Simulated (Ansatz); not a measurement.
Ta₂O₅:
```
Ta2O5
1.0
    3.83858     0.00000     0.00000
    0.00000     3.85726     0.00000
   -1.91721     0.00000     6.51428
Ta O
2 5
Direct
  0.64583   0.00000   0.79157
  0.35417   0.00000   0.20843
  0.64975   0.50000   0.79895
  0.35025   0.50000   0.20105
  0.18518   0.00000   0.87020
  0.81482   0.00000   0.12980
  0.50000   0.00000   0.50000
```

Relaxed with r²SCAN.

Problem. Map the electron localisation function on the plane through (0.646, 0.000, 0.792) spanned by u = [1, 0, 0] and v = [0, 0, 1] in lattice vectors, from DFT-r²SCAN in the program Ansatz with PAW potentials.

Solution. x is the fraction of u, y of v (the angle between them is 106°; rows are the nearest grid lines); atoms in the plane: Ta at (0.00, 0.00), Ta at (0.71, 0.42), O at (0.54, 0.08), O at (0.17, 0.34), O at (0.85, 0.71).
```
| .#@*:+@@@@@@+:*@#. |
|.+@@=.+%@@@@#::#@#-.|
|@%#-  :+**+-. :*%@%@|
|+=:   .:--:   .:=+*+|
|**+-.       :=+*###*|
|@@%+:      :+#@@@@@@|
|@@%*-     -*%@@#++%@|
|@@%*:    .=#@@@+:=%@|
|@%*:     :+#@@@@%@@@|
|%*-      .=*%@@@@@@%|
|.    ..    ..::-::..|
|   :-=-:   .=****=. |
|.:*%%%%*:.+@@#*#@@+.|
|.+@@@@@#::%@#:.+@@=.|
|#@@##%@%-=%%+:=%@+:#|
|@@*-=%@%--%@%%@@#:=@|
|@@#*%@@*..-*##+:.-%@|
|@@@@@@#-. .:::. .-#@|
|+###+-..:+#%%#+:..-+|
|.::.. .-#@@@@@#=. ..|
|#%%+:.=%@%**%@@+..+#|
|@@@%=:+@@*-=#@%-:*@@|
|.:#@*:*@@%#%@@--%%+.|
| .#@*:+@@@@@@+:*@#. |
```
Scale: ten equal steps from 0.005 (start of ' ') to 0.825 (end of '@'), in the order ' .:-=+*#%@'; x runs from 0.000 to 1.00, y from 0.000 (bottom) to 1.00 (top).

The density is the valence pseudo-density with augmentation charge, so density and ELF within about 1 Å of a nucleus are not all-electron values.

Space group Cmmm. The workflow started from a Materials Project entry (that database holds measured and hypothetical structures alike); the Crystallography Open Database copy checked does not list it. COD files the formula under space group No. 49. Whether it is the stable phase at ambient conditions was not checked. Symmetry was held in the r²SCAN relaxation; phonons show weakly imaginary modes. The run is not spin-polarised. Scalar-relativistic: spin–orbit coupling is off unless named, which matters more the heavier the elements.

Potentials: the earlier of the program's two PAW sets.
